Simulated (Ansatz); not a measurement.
Os:
```yaml
crystal:
  lattice:
    - [2.73783, 0.00000, 0.00000]
    - [-1.36892, 2.37103, 0.00000]
    - [0.00000, 0.00000, 4.31767]
  atoms:
    - { symbol: Os, position: [0.33333, 0.66667, 0.75000] }
    - { symbol: Os, position: [0.66667, 0.33333, 0.25000] }
```

Relaxed with r²SCAN. Special points in fractions of this cell's reciprocal vectors: Γ (0.000, 0.000, 0.000); M (0.500, 0.000, 0.000); K (0.333, 0.333, 0.000); A (0.000, 0.000, 0.500); L (0.500, 0.000, 0.500); H (0.333, 0.333, 0.500).

Task: List the band energies nearest the Fermi level at these points for plane-wave PAW r²SCAN with spin–orbit coupling (Ansatz code).

Result: In eV from the Fermi level; about four levels below and three above (degenerate sets whole), none deeper than 8.9 eV; points with the same levels are listed once.

```tsv
k	below	above
Γ	-1.36 -1.36 -0.24 -0.24	1.38 1.38 2.00 2.00
M	-2.84 -2.84 -1.97 -1.97	2.06 2.06 2.38 2.38
K	-3.64 -3.64 -1.44 -1.44	1.27 1.27 1.75 1.75
A	-3.12 -3.12 -3.12 -3.12	0.80 0.80 0.80 0.80
L	-0.34 -0.34 -0.34 -0.34	2.35 2.35 2.35 2.35
H	-1.82 -1.82 -1.17 -1.17	1.57 1.57 1.71 1.71
```

Space group P6_3/mmc (hcp (Mg type)). The cell was relaxed with r²SCAN under the symmetry of its start; of distortions, only those at the zone centre were tested. The run is not spin-polarised.

Potentials: the later of the program's two PAW sets.
